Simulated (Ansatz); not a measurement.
The relaxed structure here is a generated cell of FeSi: the first start was made by a random draw of sites in a space group, and the end was not matched to a known phase here, so it may be hypothetical.

The end point of a relaxation of FeSi. Space group Fmm2 (No. 42). Calculation: PBE (plane waves to 420 eV, PAW, scalar-relativistic; Ansatz, an electronic-structure program).

```cif
data_Fe3Si3
_chemical_formula_sum 'Fe3 Si3'
_space_group_name_H-M_alt 'P 1'
_space_group_IT_number 1
_cell_length_a 5.55470
_cell_length_b 4.41330
_cell_length_c 4.79028
_cell_angle_alpha 74.120
_cell_angle_beta 49.836
_cell_angle_gamma 56.045
loop_
_space_group_symop_operation_xyz
  'x, y, z'
loop_
_atom_site_label
_atom_site_type_symbol
_atom_site_fract_x
_atom_site_fract_y
_atom_site_fract_z
_atom_site_occupancy
Fe1 Fe 0.94550 0.94550 0.05450 1
Fe2 Fe 0.39401 0.39401 0.10599 1
Fe3 Fe 0.89401 0.89401 0.60599 1
Si1 Si 0.29695 0.29695 0.70305 1
Si2 Si 0.79155 0.49089 0.50911 1
Si3 Si 0.49089 0.79155 0.20845 1
```

```yaml
volume_per_atom: 12.29 Å³
density: 5.67 g/cm³
band_gap: zero (metallic)
magnetic_moment: net 0.69 μB/atom, ferromagnetic
shortest_distances: Fe–Si 2.34 Å; Fe–Fe 2.41 Å; Si–Si 2.49 Å
k-mesh: 12×12×12
```

Spin state reached: ferromagnetic (net 0.69 μB/atom), from parallel starting moments; other spin orders were not run from this start.

The run could not lose the symmetry of its start: the end is stationary, and may be a saddle point rather than a minimum.
